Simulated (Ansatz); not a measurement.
## P2W (Cmc2_1): electronic heat capacity and spin susceptibility from the density of states

Theory: DFT r2SCAN, scalar-relativistic, plane waves, PAW in Ansatz.

Settings: cutoff 500 eV, Γ-centred mesh 12×12×8 on the computed 6-atom cell, Gaussian smearing of 0.10 eV; no spin polarisation.

Relaxed cell: Cmc2_1, a = 3.183 Å, b = 11.170 Å, c = 4.991 Å, α = 90.00°, β = 90.00°, γ = 90.00°, 6 atoms in the primitive cell. Whether it is the stable form of this composition wasn't checked.

The density of states at the Fermi level is 1.059 states/eV in the cell of 6 atoms (2 formula units; both spins, tetrahedra on a 18×18×12 mesh). Averaged over bins of 0.1 eV the density runs from 0.5 to 1.1 states/eV within 0.2 eV of the Fermi level, so the figure hangs on the exact place of that level.

Question: What Sommerfeld coefficient and Pauli susceptibility does this give?

Answer: Per formula unit N(E_F) = 0.529 states/eV. γ = (π²/3) k_B² N(E_F) N_A = 2.357 mJ/(mol K²) per state/eV, so γ = 1.2 mJ/(mol K²), a mole of formula units. χ_P = μ_B² N(E_F) N_A = 3.23×10⁻⁵ emu/mol per state/eV gives 1.7×10⁻⁵ emu/mol. This is the bare band result: a measured γ of the same phase is as a rule larger by a factor 1 + λ from phonons and spin fluctuations, the spin part of χ is larger by the Stoner factor, and a measured χ also holds orbital and core terms. N(E_F) at one energy is sensitive to the mesh where the density of states has sharp peaks.

Spin-orbit coupling is left out, which matters for the bands of heavy elements.